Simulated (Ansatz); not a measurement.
All numbers below come from DFT PBE, scalar-relativistic, plane waves, PAW in Ansatz 0.2.0. Cutoff 420 eV, Γ-centred meshes of about 0.25 Å⁻¹ or finer for metals and 0.3 Å⁻¹ for insulators (2π included), Gaussian smearing. No spin polarisation.

These are static total energies at zero pressure.

Two forms of ScTl3SbBr3 were relaxed alike.

A. Space group Cmmm (No. 65), orthorhombic, a = 8.139 Å, b = 11.564 Å, c = 6.012 Å. Sc has 2 Br at 2.60 Å and 2 Sb at 3.01 Å; Tl on a site of symmetry 2/m is surrounded by 2 Sb at 3.54 Å, 6 Br at 3.54–3.64 Å and 2 Tl at 4.07 Å; Tl on a site of symmetry mmm has 4 Br at 3.01–3.18 Å; Sb has 2 Sc at 3.01 Å and 4 Tl at 3.54 Å; Br on a site of symmetry m2m has 1 Sc at 2.60 Å, 1 Tl at 3.18 Å and 4 Tl at 3.64 Å; 1 more site not described.

B. Space group P4/mmm (No. 123), tetragonal, a = 4.207 Å, c = 16.063 Å. Sc is surrounded by 4 Sb at 2.98 Å and 2 Tl at 3.28 Å; Tl on a site of symmetry 4mm is surrounded by 4 Br at 3.21 Å and 1 Sc at 3.28 Å; around Tl on a site of symmetry 4/mmm lie 4 Br at 2.98 Å and 2 Br at 3.54 Å; Sb has 4 Sc at 2.98 Å; around Br on a site of symmetry 4mm lie 4 Tl at 3.21 Å and 1 Tl at 3.54 Å; 1 more site not described.

Question: Which form is favoured at zero pressure, and by what margin per atom?

Answer: B is lower, by 42 meV/atom. A has space group Cmmm (No. 65), 35.4 Å³/atom and no gap on its mesh; B has space group P4/mmm (No. 123), 35.5 Å³/atom and no gap. The shortest distance is 2.60 Å (Sc–Br) in A and 2.98 Å (Sc–Sb and Tl–Br) in B. Both come from trial cells of a structure search, whose lowest cell (P1, 35.9 Å³/atom) lies 189 meV/atom below the lower of the two.

These runs have no spin–orbit coupling, which can matter for Sb and Tl. A magnetic state wasn't ruled out in cells without spin, among them Cmmm. Trial moments fell under 0.15 μB along the way in Cmmm and P4/mmm; another start might hold them. Cells relaxed within their symmetry can be saddle points. Some candidate types were left out of the draw beforehand, so a known form may be missing.
